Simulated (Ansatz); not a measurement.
**RbBaPO₄: ¹⁷O NMR of the central transition**

Cell: a computed structure from the Materials Project (it need not be an observed phase).

```cif
data_RbBaPO4
_symmetry_space_group_name_H-M 'Pnma'
_symmetry_Int_Tables_number 62
_cell_length_a 7.9499
_cell_length_b 5.8059
_cell_length_c 10.2622
_cell_angle_alpha 90.000
_cell_angle_beta 90.000
_cell_angle_gamma 90.000
loop_
_atom_site_label
_atom_site_type_symbol
_atom_site_symmetry_multiplicity
_atom_site_Wyckoff_symbol
_atom_site_fract_x
_atom_site_fract_y
_atom_site_fract_z
Rb Rb 4 c 0.1563 0.7500 0.5843
Ba Ba 4 c 0.5008 0.2500 0.6917
P P 4 c 0.7703 0.2500 0.0858
O13 O 8 d 0.2910 0.9711 0.8415
O21 O 4 c 0.9667 0.2500 0.0815
O25 O 4 c 0.8003 0.7500 0.4431
```

One atom of each set is listed.

The numbers come from a DFT calculation in Ansatz (PBE, plane waves and PAW, scalar-relativistic, 420 eV cutoff, Γ-centred 3×4×2 k-points, Fermi–Dirac smearing 0.02 eV).

¹⁷O has I = 5/2 and Q = -25.58 mb (Pyykkö 2018); at 18.8 T its Larmor frequency is ν₀ = 108.6 MHz. Only the quadrupole interaction is simulated: positions count from each site's isotropic chemical shift, and J coupling is left out, as are shift anisotropy and dipolar coupling, which fast spinning averages.

Question: Simulate the second-order pattern (fast magic-angle spinning, Gaussian broadening 0.09 kHz) of site O21 (1 P at 1.56 Å; also 3 Ba at 2.82–3.13 Å, 1 Rb at 3.00 Å).

Answer: The calculation gives C_Q = -4.78 MHz and η = 0.01, so ν_Q = 0.716 MHz and the centre of gravity lies at -11.6 ppm (-1.26 kHz).

(offset (kHz), height): (-3.279, 0), (-3.182, 1), (-3.085, 4), (-2.988, 5), (-2.892, 5), (-2.795, 5), (-2.698, 5), (-2.601, 5), (-2.505, 5), (-2.408, 5), (-2.311, 6), (-2.214, 6), (-2.117, 6), (-2.021, 31), (-1.924, 79), (-1.827, 52), (-1.730, 41), (-1.633, 37), (-1.537, 35), (-1.440, 33), (-1.343, 33), (-1.246, 33), (-1.150, 33), (-1.053, 34), (-0.956, 36), (-0.859, 39), (-0.762, 43), (-0.666, 51), (-0.569, 72), (-0.472, 100), (-0.375, 15), (-0.279, 0)

At O21 V_zz points along its bond to P (within 1°).
